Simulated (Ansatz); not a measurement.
ScHg (CsCl type, Pm-3m) at seven volumes, DFT-r²SCAN in the program Ansatz with PAW potentials, scaled uniformly. One row is withheld.

| V (Å³/atom) | P (GPa) |
|---|---|
| 19.478 | 10.13 |
| 20.121 | 6.18 |
| 20.763 | 2.84 |
| 21.405 | 0.00 |
| 22.047 | -2.40 |
| 22.689 | -4.42 |
| 23.331 | ? |

Task: Fit the shown pressures and predict the withheld one.

Result: Third-order Birch–Murnaghan: P = (3/2)B₀(x^(7/2) − x^(5/2))[1 + (3/4)(B′ − 4)(x − 1)] with x = (V₀/V)^(2/3). Least squares on the six rows gives V₀ = 21.406 Å³/atom, B₀ = 86.71 GPa, B′ = 4.51. At V = 23.331, x = 0.9442 and P = -6.15 GPa. The run itself gave -6.11 GPa.

The workflow started from an entry of the Crystallography Open Database (COD). Its standing as an ambient phase is unchecked. The r²SCAN relaxation kept the symmetry of its start; its stability against distortions is not shown here. The run is not spin-polarised. Scalar-relativistic: spin–orbit coupling is off unless named, which matters more the heavier the elements.

Potentials: the later of the program's two PAW sets.
